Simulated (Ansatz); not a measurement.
Data:

ZrIr:
```
ZrIr
1.0
    0.00000     2.68140     2.68140
    2.68140     0.00000     2.68140
    2.68140     2.68140     0.00000
Ir Zr
1 1
Direct
  0.00000   0.00000   0.00000
  0.50000   0.50000   0.50000
```

This is the PBEsol-relaxed structure.

Task: All from PBEsol in the plane-wave PAW code Ansatz, unless another level is named. Estimate the density of states at the Fermi level.

Result: 0.47 states/eV per atom (mean over ±0.08 eV).

Task: Give the formation energy from the elements (no fitted shifts).

Result: -0.43 eV/atom.

Space group Fm-3m (rock salt). The start of the workflow was typed in or built on a structure type; neither database checked (COD, Materials Project) lists it. COD files the formula under space group No. 221. Whether it is the stable phase at ambient conditions was not checked. The cell was relaxed with PBEsol under the symmetry of its start; its stability against distortions is not shown here. No spin polarisation was allowed. The references are the lowest solids computed at this level, not always the standard phases. Spin–orbit coupling is left out wherever it is not named.

Potentials: the earlier of the program's two PAW sets. The files were generated under PBE; for other functionals the program regenerates the frozen cores, and for LDA and PBEsol the local potential too.
